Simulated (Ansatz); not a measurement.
NiBi₃ (Cu3Au type, Pm-3m) under volume change, r²SCAN in the plane-wave PAW code Ansatz, scaled uniformly.

```tsv
V (Å³/atom)	E − E(relaxed) (meV/atom)	P (GPa)
23.688	50.2	7.48
24.469	?	?
25.250	5.0	2.10
26.031	0.0	0.00
26.812	4.5	-1.78
27.593	16.9	-3.29
28.374	?	?
```

### Question
What belongs in the gaps?

### Answer

- 28.374, E − E(relaxed) (meV/atom): 36.2
- 28.374, P (GPa): -4.57
- 24.469, E − E(relaxed) (meV/atom): 21.1
- 24.469, P (GPa): 4.57

### Question
What does a third-order Birch–Murnaghan fit give for V₀, B₀ and B′?

### Answer
V₀ = 26.03 Å³/atom, B₀ = 64.3 GPa, B′ = 4.5.

The cell is a constructed one: a structure type filled with these elements; neither database checked (COD, Materials Project) lists it. Its standing as an ambient phase is unchecked. Symmetry was held in the r²SCAN relaxation; its stability against distortions is not shown here. The workflow began spin-polarised and lost its moments. The cell computed holds one magnetic atom, so no antiferromagnetic order was within reach. Scalar-relativistic: spin–orbit coupling is off unless named, which matters more the heavier the elements.

Potentials: the earlier of the program's two PAW sets.
